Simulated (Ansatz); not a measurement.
A plane-wave DFT run in Ansatz 0.2.0 (scalar-relativistic PAW potentials unless the input names others): input and command.

```yaml
crystal:
  lattice:
    - [3.9634387328, 0.0, 0.0]
    - [-1.9817193664, 3.432438629, 0.0]
    - [0.0, 0.0, 6.73272]
  atoms:
    - { symbol: Zn, position: [0.3333333333, 0.6666666667, 0.0] }
    - { symbol: Zn, position: [0.6666666667, 0.3333333333, 0.5] }
    - { symbol: S, position: [0.3333333333, 0.6666666667, 0.385] }
    - { symbol: S, position: [0.6666666667, 0.3333333333, 0.885] }
basis:
  ecutwfc: 420
  xc_grid: 4
kpoints:
  mp_grid: { grid: [12, 12, 6] }
hamiltonian:
  xc: pbe
  dispersion: d3bjatm
scf:
  occupations: { method: cold, width: 0.1 }
output:
  forces: true
  eigenvalues: true
  stress: true
```

```bash
ansatz run input.yaml --threads 1 --pin off --max-ram 2560MiB --backend cpu --events-out ev --progress --plain --runs-dir out
```

Abridged log:
```
Basis set: ecut = 420 eV, 1787 PW (Γ), exchange–correlation on 108×108×192 points (64 copies of the dense FFT grid, shifted against one another)
Bands: 22, of which v1, the nominal top of the filled ones, is band 18 counted from 1 (17 counted from 0)
Symmetry: 12 space group operations
k-points: 76 of 864 (time reversal used)
SCF iter   1: F=—  HF=-8446.159138 eV  |F-HF|=—  |Δ(HF+E_count)|=         —  Δρ=6.53e-4  dr2=5.17e-4  ethr=1.77e-3  ⟨swp⟩=5.2  Hψ=7391  notcnv=0
SCF iter   2: F=—  HF=-8446.160116 eV  |F-HF|=—  |Δ(HF+E_count)|=   9.78e-4  S|Δr|=    0.00e0  Δρ=4.08e-4  dr2=1.65e-4  ethr=1.44e-6  ⟨swp⟩=2.6  Hψ=3720  notcnv=0
SCF iter   3: F=—  HF=-8446.160217 eV  |F-HF|=—  |Δ(HF+E_count)|=   1.01e-4  S|Δr|=    0.00e0  Δρ=2.80e-4  dr2=3.70e-5  ethr=4.59e-7  ⟨swp⟩=2.0  Hψ=3039  notcnv=0
SCF iter   4: F=—  HF=-8446.160202 eV  |F-HF|=—  |Δ(HF+E_count)|=   1.46e-5  S|Δr|=    0.00e0  Δρ=8.22e-5  dr2=6.80e-6  ethr=1.03e-7  ⟨swp⟩=2.0  Hψ=2866  notcnv=0
SCF iter   5: F=—  HF=-8446.160205 eV  |F-HF|=—  |Δ(HF+E_count)|=   2.99e-6  S|Δr|=    0.00e0  Δρ=3.59e-5  dr2=1.69e-6  ethr=1.89e-8  ⟨swp⟩=2.0  Hψ=2138  notcnv=0
SCF iter   6: F=—  HF=-8446.160208 eV  |F-HF|=—  |Δ(HF+E_count)|=   2.69e-6  S|Δr|=    0.00e0  Δρ=1.90e-5  dr2=4.10e-7  ethr=4.68e-9  ⟨swp⟩=2.0  Hψ=2440  notcnv=0
SCF iter   7: F=-8446.160209 eV  HF=-8446.160209 eV  |F-HF|=4.00e-8  |Δ(HF+E_count)|=   8.15e-7  S|Δr|=    0.00e0  Δρ=6.11e-6  dr2=3.49e-8  ethr=2.78e-10  ⟨swp⟩=5.1  Hψ=7633  notcnv=0
SCF 1 converged in 7 iterations: F = -8446.160209 eV  dr2 = 3.49e-8
SCF converged after 7 iterations
Stability not checked: this state was not tested for a lower state beside it, because cold or Methfessel-Paxton smearing, or corrected tetrahedra, fill the levels in a way that the test cannot read (fill_not_monotonic; see scf.lower_state_search)
Free energy (F): -8446.160209 eV
Harris-Foulkes:  -8446.160209 eV  (|F-HF|=4.00e-8)
Internal energy: -8446.160209 eV  (E = F + TS)
E sigma→0 (E₀):  -8446.160209 eV
Fermi energy:    4.873405 eV
Step filling:    the computed levels leave a gap of 1.5610 eV = 15.6 smearing widths at the electron count; against every level under it full and every level over it empty, smearing changes F+E_penalty+E_count by -1.71e-31 meV and its σ→0 estimate by -2.17e-28 meV
  E_disp       = -0.984270  (pairwise vdW)
--- Forces (eV/Å), atoms counted from 1 ---
  atom   1  Zn     0.00000000     0.00000000     0.15695565
  atom   2  Zn     0.00000000     0.00000000     0.15695565
  atom   3  S      0.00000000     0.00000000    -0.15696543
  atom   4  S      0.00000000     0.00000000    -0.15696543
--- Stress (GPa, compression-positive) ---
       -7.152548       0.000000       0.000000
        0.000000      -7.152548       0.000000
        0.000000       0.000000      -9.770391
  P = ⅓ Tr σ = -8.0252 GPa (-80.252 kbar)
```

Apart from outputs and empty bands, the input differs from a reference run on usual settings in hamiltonian.dispersion: not typed → "d3bjatm"; basis.xc_grid: not typed → 4; scf.occupations.method: "gaussian" → "cold"; scf.occupations.width: 0.05 → 0.1. The reference, at the same geometry (not necessarily relaxed), gave pressure -6.16 GPa, largest force 0.155 eV/Å, gap on the mesh 1.56 eV. This run converged in 7 SCF iterations (reference: 7) with an energy at zero smearing 246 meV/atom below the reference's (the Hamiltonian itself differs), pressure -8.03 GPa, largest force 0.157 eV/Å, gap on the mesh 1.56 eV.

The run took 29 s on 1 thread of AMD EPYC (Zen 3), on a shared host, peak memory 0.47 GiB.